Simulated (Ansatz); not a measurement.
ScCu (CsCl type, Pm-3m) under volume change, LDA (plane waves, PAW; program Ansatz), scaled uniformly.

```
V (Å³/atom)  E − E(relaxed) (meV/atom)  P (GPa)
-----------  -------------------------  -------
14.450                            50.9    12.38
14.926                            21.4     7.59
15.403                             5.1     3.50
15.879                             0.0     0.00
16.356                             4.6    -3.00
16.832                             [?]      [?]
17.308                             [?]      [?]
```

Q: Fill in the missing entries.

A: 
- 17.308, E − E(relaxed) (meV/atom): 37.3
- 17.308, P (GPa): -7.76
- 16.832, E − E(relaxed) (meV/atom): 17.4
- 16.832, P (GPa): -5.56

Q: What does a third-order Birch–Murnaghan fit give for V₀, B₀ and B′?

A: V₀ = 15.88 Å³/atom, B₀ = 108 GPa, B′ = 4.2.

The workflow started from a Materials Project entry (that database holds measured and hypothetical structures alike); the Crystallography Open Database files this formula in space group No. 221, but the cells were not matched. Its standing as an ambient phase is unchecked. The LDA relaxation kept the symmetry of its start; of distortions, only those at the zone centre were tested. No spin polarisation was allowed.

Potentials: the later of the program's two PAW sets.
